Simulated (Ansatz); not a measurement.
The calculation used DFT, PBEsol, plane waves (420 eV) with PAW, scalar-relativistic in Ansatz. The PAW files were generated under PBE, with cores re-solved for the functional.

An element in the hcp structure gives this curve. The cell is scaled uniformly from the relaxed one, with fractional coordinates and shape fixed. Energies are extrapolated to zero smearing, pressures are those at the given smearing. Magnetic state: spin not included.

```csv
V (Å³/atom),E − E₀ (meV/atom),P (GPa)
9.969,109.1,29.29
10.422,44.3,17.10
10.875,10.1,7.53
11.328,0.0,-0.01
11.782,8.8,-5.93
12.235,32.5,-10.58
12.688,67.9,-14.22
```

**Question.** Which element is it?
A. vanadium
B. copper
C. ruthenium
D. manganese

**Answer.** B. Its fit is V₀ = 11.33 Å³/atom, B₀ = 167 GPa, B₀′ = 5.0.
